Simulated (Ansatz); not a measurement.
Guessed and relaxed cells of TaTi4

This trial cell of TaTi4 was written down by chemical analogy (Fmmm, No. 69). Its size is a guess.

start.cif

```cif
data_structure
_symmetry_space_group_name_H-M 'P 1'
_symmetry_Int_Tables_number 1
_cell_length_a 11.7532
_cell_length_b 11.6397
_cell_length_c 2.8231
_cell_angle_alpha 85.362
_cell_angle_beta 80.786
_cell_angle_gamma 13.852
_cell_volume 86.60
loop_
_atom_site_label
_atom_site_type_symbol
_atom_site_fract_x
_atom_site_fract_y
_atom_site_fract_z
_atom_site_occupancy
Ti1 Ti 0.20000 0.20000 0.80000 1
Ti2 Ti 0.60000 0.60000 0.40000 1
Ti3 Ti 0.40000 0.40000 0.60000 1
Ti4 Ti 0.80000 0.80000 0.20000 1
Ta1 Ta 0.00000 0.00000 0.00000 1
```

All numbers below come from DFT PBE, scalar-relativistic, plane waves, PAW (Ansatz 0.2.0). Cutoff 420 eV, Gaussian smearing, Γ-centred meshes. Cell and atoms relax first on a coarse mesh, the cell is then made exact in the group found at 0.06 to 0.08 Å, and last on a converged mesh; the steps can't lower the symmetry of their start. No spin polarisation.

end.cif

```cif
data_structure
_symmetry_space_group_name_H-M 'P 1'
_symmetry_Int_Tables_number 1
_cell_length_a 11.8030
_cell_length_b 11.6887
_cell_length_c 2.8291
_cell_angle_alpha 85.386
_cell_angle_beta 80.791
_cell_angle_gamma 13.823
_cell_volume 87.28
loop_
_atom_site_label
_atom_site_type_symbol
_atom_site_fract_x
_atom_site_fract_y
_atom_site_fract_z
_atom_site_occupancy
Ti1 Ti 0.20092 0.20092 0.79908 1
Ti2 Ti 0.59984 0.59984 0.40016 1
Ti3 Ti 0.40016 0.40016 0.59984 1
Ti4 Ti 0.79908 0.79908 0.20092 1
Ta1 Ta 0.00000 0.00000 0.00000 1
```

The symmetry stays Fmmm (No. 69). The volume per atom grows by 0.8 %, from 17.3 to 17.5 Å³. The shortest distance goes from 2.82 Å (Ta–Ti, Ta–Ta and Ti–Ti) to 2.80 Å (Ti–Ti).

```
Volume per atom                             : 17.46 Å³
Density                                     : 7.09 g/cm³
Formation energy                            : +0.09 eV/atom
Gap on the 12×12×12 mesh of the 5-atom cell : 0 eV (a metal)
```

The zero of energy is the elements' standard structures at the same level; no fitted shifts are applied. A positive value: parting into the elements would lower its energy.

The last run used Gaussian smearing of 0.10 eV. Spin–orbit coupling, which can matter for Ta, is left out. Symmetry constrained the relaxation, so the result can be a saddle point. Another cell of the same search, in Cmcm, lies 48 meV/atom lower, so this cell isn't the stable form at this level.
